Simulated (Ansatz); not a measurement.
Crystals of one structure type (fcc (Cu type)), relaxed and computed with the program Ansatz at the PBE level (PAW).

```csv
crystal,a (Å),B₀ by P(V) fit (GPa),spin order and moments (μB),K_Hill (GPa),G_Hill (GPa),Θ_D (K)
Ca,5.526,17.4,not spin-polarised,17.5,8.8,225
Ni,3.519,200,ferromagnetic; net 0.64 per atom; largest site about 0.7,199,95.6,490
Cu,3.629,141,not spin-polarised,142,51.2,352
Pd,3.942,168,not spin-polarised,169,49.0,278
Ag,4.148,90.1,not spin-polarised,91.1,28.6,216
Ir,[?],[?],not spin-polarised,[?],[?],[?]
Au,4.157,139,not spin-polarised,140,17.5,127
Pb,5.041,39.6,not spin-polarised,39.4,10.8,106
```

Q: Complete the blanks.

A: 
- Ir, a (Å): 3.871
- Ir, B₀ by P(V) fit (GPa): 347
- Ir, K_Hill (GPa): 348
- Ir, G_Hill (GPa): 221
- Ir, Θ_D (K): 429

Spin orders computed, not proven ground states: Ni, fcc (Cu type) ferromagnetic. All cells were relaxed under the symmetry of their starts (and spin orders); stability against distortions was not tested throughout. Rows with no word on spin ran without spin polarisation. Spin–orbit coupling is left out wherever it is not named.

Potentials: the later of the program's two PAW sets.
